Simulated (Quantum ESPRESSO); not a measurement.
Ge7N, a curve over strain

Simulated, not a measurement. The program is pw.x of Quantum ESPRESSO 7.5 (plane-wave density functional theory). The cell is made up: 8 atoms on a zincblende/diamond lattice, with randomly drawn elements, strain and displacements, not relaxed. PseudoDojo standard norm-conserving files (v0.5 for PBE, v0.4.1 for LDA and PBEsol) set the functional; there is no spin polarisation, spin-orbit coupling or dispersion term, and the masses in the input are unused placeholders. A spin-polarised start on this cell or one of its family kept no moment.

Seven runs add a strain to one cell (the same linear strain along x, y and z); the atoms follow the cell and are not relaxed. Stress in the table is positive in tension.

Input of the run at -0.0072:

```
&control calculation='scf', pseudo_dir='./dojo.nc.sr.pbe.v0_5.standard.upf', outdir='./o', disk_io='low', tprnfor=.true., tstress=.true. /
&system ibrav=0, nat=8, ntyp=2, nbnd=62, ecutwfc=84.00895049, nosym=.true., tot_charge=0,
 occupations='smearing', smearing='fd', degauss=0.0073498644
/
&electrons conv_thr=7.350e-09, electron_maxstep=60, /
ATOMIC_SPECIES
Ge 1.0 Ge.upf
N 1.0 N.upf
CELL_PARAMETERS angstrom
5.6354 0.0238 0.0733
0.0238 5.5599 0.0161
0.0733 0.0161 5.6626
ATOMIC_POSITIONS angstrom
Ge 0.0215 0.0096 0.1732
Ge 0.183 2.6535 2.6017
Ge 2.8616 -0.0855 2.9835
Ge 2.7444 2.9463 -0.0243
N 1.4068 1.4222 1.667
Ge 1.5375 4.2828 4.1677
Ge 4.1997 1.515 4.2613
Ge 4.3007 4.1434 1.3678
K_POINTS automatic
6 6 6 1 1 1
```

| added strain | free energy less that of the input shown (eV) | stress xx (GPa) | stress yy (GPa) | stress zz (GPa) | stress xy (GPa) | pressure (GPa) | iterations |
| --- | --- | --- | --- | --- | --- | --- | --- |
| -0.0221 | 0.1157 | -4.54 | -4.97 | -2.57 | -4.27 | 4.03 | 11 |
| -0.0190 | 0.0793 | -3.79 | -4.23 | -1.89 | -4.18 | 3.30 | 11 |
| -0.0141 | 0.0343 | -2.67 | -3.12 | -0.87 | -4.04 | 2.22 | 11 |
| -0.0072 | 0.0000 | -1.23 | -1.69 | 0.43 | -3.86 | 0.83 | 11 |
| +0.0081 | 0.0262 | 1.48 | 1.01 | 2.86 | -3.49 | -1.78 | 12 |
| +0.0127 | 0.0608 | 2.17 | 1.71 | 3.47 | -3.39 | -2.45 | 12 |
| +0.0159 | 0.0909 | 2.63 | 2.16 | 3.88 | -3.32 | -2.89 | 12 |

A cubic fit gives a slope of stress xx against the added strain of 178 GPa at zero added strain, with the atoms clamped. Across the table the free energy follows the integral of the stress to within 1.4 meV. A rerun of one of the cells at 1437 eV and a 8 x 8 x 8 mesh moved values by no more than 0.005 eV in energy, 0.03 GPa in stress and 0.010 eV/Å in force.